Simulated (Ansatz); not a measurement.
Ru (hcp, Mg type)

```
CELL_PARAMETERS angstrom
      2.69188     0.00000     0.00000
     -1.34594     2.33123     0.00000
      0.00000     0.00000     4.24566
ATOMIC_POSITIONS crystal
  Ru 0.33333 0.66667 0.75000
  Ru 0.66667 0.33333 0.25000
```

The slice is a (-1 1 0 2) plane (indices of the conventional cell) through the point (0.333, 0.667, 0.750) (fractional), spanned by u = [110] and v = [1 -1 1] in vectors of this cell: u (2.69 Å) and v (6.31 Å, at 90° to u). It covers one period; positions are fractions (u, v).

Method: PBEsol (plane waves to 420 eV, PAW, scalar-relativistic; Ansatz, a program for electronic structure). k mesh 20×20×11. Inside the PAW spheres the values are not all-electron values, and peaks at nuclei hang on which shells count as valence. Ru is run without spin polarisation. Ru was relaxed with its symmetry unable to fall.

Problem. Sketch the electron localisation function (ELF) on this plane as a map.

Solution. 
| v \ u | 0.00 | 0.11 | 0.22 | 0.33 | 0.44 | 0.56 | 0.67 | 0.78 | 0.89 |
|---|---|---|---|---|---|---|---|---|---|
| 0.90 | 0.64 | 0.60 | 0.39 | 0.24 | 0.30 | 0.30 | 0.24 | 0.39 | 0.60 |
| 0.75 | 0.25 | 0.26 | 0.26 | 0.25 | 0.25 | 0.25 | 0.25 | 0.26 | 0.26 |
| 0.60 | 0.25 | 0.27 | 0.30 | 0.27 | 0.24 | 0.24 | 0.27 | 0.30 | 0.27 |
| 0.45 | 0.67 | 0.63 | 0.42 | 0.22 | 0.28 | 0.28 | 0.22 | 0.42 | 0.63 |
| 0.30 | 0.37 | 0.32 | 0.23 | 0.24 | 0.28 | 0.28 | 0.24 | 0.23 | 0.32 |
| 0.15 | 0.33 | 0.28 | 0.21 | 0.22 | 0.26 | 0.26 | 0.22 | 0.21 | 0.28 |
| 0.00 | x | x | 0.66 | 0.35 | 0.27 | 0.27 | 0.35 | 0.66 | x |

Values: electron localisation function (ELF). Points within 0.5 Å of a nucleus are blanked (x), as the pseudised field means little there.
